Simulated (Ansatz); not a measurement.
Cs in space group I4_1/amd (No. 141; Cs on 4b) under volume change, LDA (plane waves, PAW; program Ansatz), shape and atoms relaxed at each volume.

```tsv
V (Å³/atom)	E − E(relaxed) (meV/atom)	P (GPa)
93.133	6.6	0.25
96.203	2.8	0.15
99.274	0.7	0.07
102.344	0.0	0.00
105.414	0.6	-0.06
108.485	2.3	-0.12
111.555	5.0	-0.16
```

What does a third-order Birch–Murnaghan fit give for V₀, B₀ and B′?

V₀ = 102.35 Å³/atom, B₀ = 2.2 GPa, B′ = 3.4.

The workflow started from a Materials Project entry (that database holds measured and hypothetical structures alike); the Crystallography Open Database copy checked does not list it. It is not the phase usual at ambient conditions (space group No. 229). Symmetry was held in the LDA relaxation; its stability against distortions is not shown here. Spin–orbit coupling is left out wherever it is not named.

Potentials: the earlier of the program's two PAW sets. The files were generated under PBE; for other functionals the program regenerates the frozen cores, and for LDA and PBEsol the local potential too.
